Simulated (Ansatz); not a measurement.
Starting structure, 1 HCOOH a cell, tilted, over a top N site (TaN, Fm-3m (No. 225), (1 0 0) face):

```
CELL_PARAMETERS angstrom
6.20149 0.00000 0.00000
0.00000 6.20149 0.00000
0.00000 0.00000 24.70372
ATOMIC_POSITIONS crystal
Ta 0.50000 0.50000 0.32384
Ta 0.50000 0.00000 0.32384
Ta 0.00000 0.50000 0.32384
Ta 0.00000 0.00000 0.32384
N 0.25000 0.25000 0.32384
N 0.25000 0.75000 0.32384
N 0.75000 0.25000 0.32384
N 0.75000 0.75000 0.32384
Ta 0.75000 0.75000 0.41541
Ta 0.75000 0.25000 0.41541
Ta 0.25000 0.75000 0.41541
Ta 0.25000 0.25000 0.41541
N 0.50000 0.50000 0.41108
N 0.50000 0.00000 0.41108
N 0.00000 0.50000 0.41108
N 0.00000 0.00000 0.41108
Ta 0.00000 0.00000 0.49839
Ta 0.00000 0.50000 0.49839
Ta 0.50000 0.00000 0.49839
Ta 0.50000 0.50000 0.49839
N 0.75000 0.75000 0.51111
N 0.75000 0.25000 0.51111
N 0.25000 0.75000 0.51111
N 0.25000 0.25000 0.51111
O 0.73307 0.91239 0.62415
C 0.74181 0.02260 0.67310
O 0.77104 0.92156 0.71669
H 0.75000 0.75000 0.62283
H 0.72342 0.19599 0.67374
```

These are results of Ansatz, DFT PBE+D3(BJ), scalar-relativistic, plane waves, PAW, not measurements. Plane waves to 420 eV, a k mesh through Γ of 3×3×1 on the computed 29-atom cell and Gaussian smearing (0.10 eV); no spin polarisation. A dipole correction removes the field between periodic images along c.

Atoms 1, 2, 3, 4, 5, 6, 7, 8 (counted from 1) are held. The cell is fixed. Force threshold 0.04 eV/Å.

```tsv
step	E − E_final (eV)	largest force (eV/Å)
1	1.428	4.918
2	1.077	2.024
3	1.060	1.611
4	0.979	1.047
5	0.872	0.348
6	0.717	0.603
7	0.466	0.668
8	0.543	1.630
9	0.320	0.292
10	0.266	0.237
11	0.213	0.279
12	0.150	0.449
13	0.120	0.832
14	0.109	1.052
15	0.060	0.206
16	0.041	0.290
17	0.028	0.522
18	0.017	0.578
19	0.008	0.446
20	0.003	0.175
21	0.005	0.247
22	0.001	0.087
23	0.000	0.028
```

Task: What is the final structure?

Result:
```yaml
crystal:
  lattice:
    - [6.20149, 0.00000, 0.00000]
    - [0.00000, 6.20149, 0.00000]
    - [0.00000, 0.00000, 24.70372]
  atoms:
    - { symbol: Ta, position: [0.50000, 0.50000, 0.32384] }
    - { symbol: Ta, position: [0.50000, 0.00000, 0.32384] }
    - { symbol: Ta, position: [0.00000, 0.50000, 0.32384] }
    - { symbol: Ta, position: [0.00000, 0.00000, 0.32384] }
    - { symbol: N, position: [0.25000, 0.25000, 0.32384] }
    - { symbol: N, position: [0.25000, 0.75000, 0.32384] }
    - { symbol: N, position: [0.75000, 0.25000, 0.32384] }
    - { symbol: N, position: [0.75000, 0.75000, 0.32384] }
    - { symbol: Ta, position: [0.74711, 0.78004, 0.41080] }
    - { symbol: Ta, position: [0.74918, 0.22881, 0.41438] }
    - { symbol: Ta, position: [0.25008, 0.72299, 0.41031] }
    - { symbol: Ta, position: [0.24817, 0.27075, 0.41408] }
    - { symbol: N, position: [0.53055, 0.50140, 0.41023] }
    - { symbol: N, position: [0.46703, 0.00090, 0.40892] }
    - { symbol: N, position: [0.96702, 0.50461, 0.41097] }
    - { symbol: N, position: [0.02933, 0.99678, 0.41028] }
    - { symbol: Ta, position: [0.99870, 0.01359, 0.49522] }
    - { symbol: Ta, position: [0.01053, 0.49113, 0.49583] }
    - { symbol: Ta, position: [0.50195, 0.00986, 0.49592] }
    - { symbol: Ta, position: [0.48756, 0.49022, 0.49539] }
    - { symbol: N, position: [0.75133, 0.75177, 0.50316] }
    - { symbol: N, position: [0.75106, 0.26000, 0.51009] }
    - { symbol: N, position: [0.24846, 0.74940, 0.50357] }
    - { symbol: N, position: [0.24822, 0.24637, 0.51448] }
    - { symbol: O, position: [0.54160, 0.96262, 0.59007] }
    - { symbol: C, position: [0.59534, 0.13561, 0.62314] }
    - { symbol: O, position: [0.75334, 0.13895, 0.65103] }
    - { symbol: H, position: [0.65948, 0.85484, 0.59114] }
    - { symbol: H, position: [0.46970, 0.26076, 0.61923] }
```

The end is the local minimum or symmetric point that this start leads to. The slab is only 4.4 Å thick, so the energy isn't converged with thickness.

Spin–orbit coupling is left out, which can shift energies with elements as heavy as these.

The reference crystal is the rock-salt form of TaN, which isn't its usual structure.

Cost: 1 run of about 43 core-minutes, on Intel Xeon Platinum 8259CL (Skylake/Cascade Lake) (shared hosts).